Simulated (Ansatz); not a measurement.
Li₂O (anti-fluorite)

```
CELL_PARAMETERS angstrom
      0.00000     2.31307     2.31307
      2.31307     0.00000     2.31307
      2.31307     2.31307     0.00000
ATOMIC_POSITIONS crystal
  O  0.00000 0.00000 0.00000
  Li 0.25000 0.25000 0.25000
  Li 0.75000 0.75000 0.75000
```

E(V) scan at fixed shape, V₀ the volume above. Symmetry pins the atoms to their sites.

Method: PBE (plane waves to 420 eV, PAW, scalar-relativistic; Ansatz, a program for electronic structure). k mesh 12×12×12 (Γ-centred), Fermi-Dirac smearing 0.05 eV. Compression counts positive. Li2O was relaxed with its symmetry unable to fall.

At one point of the scan the stress tensor (GPa) is:

```
   -8.9      0.0      0.0
    0.0     -8.9      0.0
    0.0      0.0     -8.9
```

### Question
Which point is it?
(A) V/V₀ = 1.080
(B) V/V₀ = 1.160
(C) V/V₀ = 1.040
(D) V/V₀ = 1.120

### Answer
B, V/V₀ = 1.160

(A scan under strain: stresses follow from slopes of the energy per volume, elastic moduli from its curvatures.)
